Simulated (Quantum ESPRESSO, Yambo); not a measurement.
Levels of theory for the gap of MgO

MgO (rock salt, space group Fm-3m, No. 225): one geometry, one set of PBEsol (pw.x of Quantum ESPRESSO, ONCV potentials, without SOC) orbitals, self-energies from Yambo (6×6×6 Γ-centred k mesh, bands 2 to 71 and a 14 Ry block in the screening, 71 bands in G with the Bruneval-Gonze terminator, plasmon pole fitted at 27.2 eV).

Cell and atoms were relaxed with PBEsol from Materials Project entry mp-1265, within its symmetry.

| level | gap Γ → Γ (eV) | rough Yambo cost |
|---|---|---|
| PBEsol (Quantum ESPRESSO) | 4.66 | – |
| exchange only (Hartree-Fock self-energy on PBEsol orbitals) | 14.85 | about 1/8 (6 states) |
| static COHSEX@PBEsol | 9.16 | within a factor of two (2 states) |
| G0W0@PBEsol, plasmon pole | 7.20 | 1 (6 states) |
| G0W0@PBEsol, multipole fit to 8 frequencies, no terminator | 6.91 | within a factor of two (2 states) |
| G0W0@PBEsol, plasmon pole, no terminator | 7.09 | about 1/6 (2 states, screening reused) |

Bare exchange has no screening and gives the widest gap; static COHSEX screens it but leaves out the frequency dependence, which G0W0 restores.

Costs are rough ratios of core time on shared machines.

Nearest settings tried, and what they do to the gap: 45 bands in G: +19 meV; 45 bands in W, 45 bands in G: +8 meV; 11 Ry block (89 vectors against 137): -80 meV; 4×4×4 mesh: +32 meV. So the settings aren't converged at that level.
